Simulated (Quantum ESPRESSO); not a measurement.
pw.x input (Quantum ESPRESSO 7.5; PBEsol, PseudoDojo standard norm-conserving files, scalar-relativistic):

```
&CONTROL
  calculation = 'scf'
  pseudo_dir = './pseudo'
  outdir = './out'
  tprnfor = .true.
  tstress = .true.
/
&SYSTEM
  ibrav = 0
  nat = 4
  ntyp = 2
  ecutwfc = 84.0
  ecutrho = 336.0
  occupations = 'smearing'
  smearing = 'fd'
  degauss = 0.005
  nbnd = 44
/
&ELECTRONS
  conv_thr = 4e-10
/
ATOMIC_SPECIES
Zn 65.3800 Zn.upf
Pt 195.0840 Pt.upf
CELL_PARAMETERS angstrom
  3.898550000000   0.000000000000   0.000000000000
  0.000000000000   3.898550000000   0.000000000000
  0.000000000000   0.000000000000   3.898550000000
ATOMIC_POSITIONS crystal
Zn   0.000000000000   0.000000000000   0.000000000000
Pt   0.500000000000   0.500000000000   0.000000000000
Pt   0.000000000000   0.500000000000   0.500000000000
Pt   0.500000000000   0.000000000000   0.500000000000
K_POINTS automatic
12 12 12 0 0 0
```

End of the output:

```

[...]
     the Fermi energy is    21.4109 ev
!    total energy              =   -1201.26837065 Ry
     estimated scf accuracy    <          1.5E-10 Ry
     smearing contrib. (-TS)   =      -0.00389407 Ry
     internal energy E=F+TS    =   -1201.26447657 Ry
     The total energy is F=E-TS. E is the sum of the following terms:
     one-electron contribution =    -413.38265997 Ry
     hartree contribution      =     251.43687230 Ry
     xc contribution           =    -186.42376065 Ry
     ewald contribution        =    -852.89492825 Ry
     convergence has been achieved in   9 iterations
     Forces acting on atoms (cartesian axes, Ry/au):
     atom    1 type  1   force =     0.00000000    0.00000000    0.00000000
     atom    2 type  2   force =     0.00000000    0.00000000    0.00000000
     atom    3 type  2   force =     0.00000000    0.00000000    0.00000000
     atom    4 type  2   force =     0.00000000    0.00000000    0.00000000
     Total force =     0.000000     Total SCF correction =     0.000000
     Computing stress (Cartesian axis) and pressure
          total   stress  (Ry/bohr**3)                   (kbar)     P=      -46.15
  -0.00031374   0.00000000   0.00000000          -46.15        0.00        0.00
   0.00000000  -0.00031374   0.00000000            0.00      -46.15        0.00
   0.00000000   0.00000000  -0.00031374            0.00        0.00      -46.15
```

Spin-orbit coupling is not included.

Geometry of the Materials Project entry, not relaxed at this level.
